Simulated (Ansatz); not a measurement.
TiAu from its elements: all-electron against pseudopotential results

```yaml
crystal:
  lattice:
    - [3.30578, 0.00000, 0.00000]
    - [0.00000, 3.30578, 0.00000]
    - [0.00000, 0.00000, 6.01174]
  atoms:
    - { symbol: Ti, position: [0.00000, 0.50000, 0.86468] }
    - { symbol: Ti, position: [0.50000, 0.00000, 0.13532] }
    - { symbol: Au, position: [0.00000, 0.50000, 0.36121] }
    - { symbol: Au, position: [0.50000, 0.00000, 0.63879] }
```

The cell comes from a relaxation on PAW files under the same functional, begun from a database entry that needn't be the ground state.

Computed with Ansatz 0.2.0; functional PBEsol, scalar-relativistic. Settings: a Γ-centred 11×11×6 k mesh, Fermi–Dirac smearing of 0.05 eV, no spin polarisation. Methods: LAPW: all electrons, basis error target 0.5 meV/atom; PAW: frozen-core files, cutoff 420 eV.

The elements are taken as Au fcc, Ti hcp, each relaxed on PAW files under the same functional and computed by the same method as the compound; zero-point and thermal terms are left out.

Spin–orbit coupling is left out, which matters for the heavy atoms. The PAW files were made under PBE.

**Question.** Give the formation energy by each method, with the residual pressure at this cell and the LAPW gap.

**Answer.** 

```
method  ΔE(formation) (eV/atom)  P at this cell (GPa)  gap (eV)
  LAPW                   -0.476                  0.01      0.00
   PAW                   -0.476                  0.04         –
```

**Question.** Give the LAPW value for one formula unit in kJ/mol.

**Answer.** -0.476 eV/atom × 2 atoms × 96.485 kJ/(mol·eV) = -91.9 kJ/mol, at zero temperature and without zero-point motion.
